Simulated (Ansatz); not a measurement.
Mo (hcp type) under strong compression

```xyz
2
Lattice="2.7331 0.0000 0.0000 -1.3666 2.3670 0.0000 0.0000 0.0000 4.8268" Properties=species:S:1:pos:R:3 pbc="T T T"
Mo    0.0000    1.5780    1.2067
Mo    1.3666    0.7890    3.6201
```

The cell comes from a relaxation on PAW files under the same functional, begun from a prototype that needn't be the stable phase.

Its volume is scaled, and at each volume shape and atoms are relaxed on PAW files; all methods then take that cell.

Computed with Ansatz 0.2.0; functional PBEsol, scalar-relativistic. Settings: a Γ-centred 16×16×9 k mesh, Fermi–Dirac smearing of 0.1 eV, no spin polarisation. Methods: LAPW: all electrons, basis error target 1 meV/atom; PAW: frozen-core files, cutoff 420 eV; crystal datasets: all electrons, by PAW datasets that the program makes for each cell; norm-conserving: pseudopotentials, cutoff 1088 eV; PAW (cutoff 600 eV): frozen-core files, cutoff 600 eV.

Energies are extrapolated to zero smearing and count from the unscaled cell; pressure is positive in compression; gaps take the mesh and a band path. No temperature or zero-point motion is included.

The PAW files were made under PBE. The structure type is held throughout; the real material can change phase at far lower pressure.

```csv
V/V0,V (Å³/atom),P LAPW (GPa),ΔE LAPW (eV/atom),P PAW − LAPW (GPa),ΔE PAW − LAPW (meV/atom),space group,shortest distance (Å)
1.00,15.61,0.03,0.000,-0.03,0.0,P6_3/mmc,2.733
0.90,14.05,32.8,0.146,-0.05,-0.4,P6_3/mmc,2.656
0.80,12.49,?,?,?,?,?,?
0.70,10.93,176.6,1.918,-0.15,-2.1,P6_3/mmc,2.459
0.60,9.37,341.0,4.359,-0.42,-4.7,P6_3/mmc,2.342
0.50,7.81,658.8,9.046,-1.39,-12.7,P6_3/mmc,2.216
0.40,6.25,1352,18.340,-5.64,-42.6,P6_3/mmc,2.064
```

(1) Fit the Vinet equation to the LAPW pressures shown (residuals weighted by 1/(|P| + 0.03·Pmax)), and predict the pressure of the withheld row.

(2) From the table, what is the rise of the enthalpy H = E + pV up to the last row, and how stiff is the crystal between the last two rows?

(3) At the smallest volume, how far do crystal datasets and norm-conserving and PAW (cutoff 600 eV) lie from LAPW in pressure?

(4) How do the Löwdin populations by LAPW change from the unscaled cell to the last row?

## Answers

(1) The fit gives V0 = 15.65 Å³/atom, B0 = 228 GPa and B0′ = 4.50. At 12.49 Å³/atom, x = (V/V0)^(1/3) = 0.9277, and P = 3·B0·(1 − x)/x²·exp[1.5·(B0′ − 1)·(1 − x)] = 84.1 GPa. The run itself gave 84.4 GPa (-0.3 % off) and ΔE = 0.690 eV/atom.

(2) ΔH = 18.340 eV + (1352 GPa × 6.25 Å³ − 0.03 GPa × 15.61 Å³) × 0.006242 eV/(GPa·Å³) = 71.02 eV/atom, of which pV makes 74 %. The mean bulk modulus there is −ΔP/Δln V = 3100 GPa.

(3) crystal datasets: 0.00 GPa; norm-conserving: +12.08 GPa; PAW (cutoff 600 eV): -5.80 GPa, on a LAPW pressure of 1352 GPa.

(4) Mo 4s 1.94 → 1.79, Mo 5s 0.74 → 0.35, Mo 4p 5.98 → 5.78, Mo 4d 5.28 → 6.01 electrons an atom. These are projections on the shells that the free atoms fill; 0.12 e a cell lies outside them at the start and 0.18 e at the end.
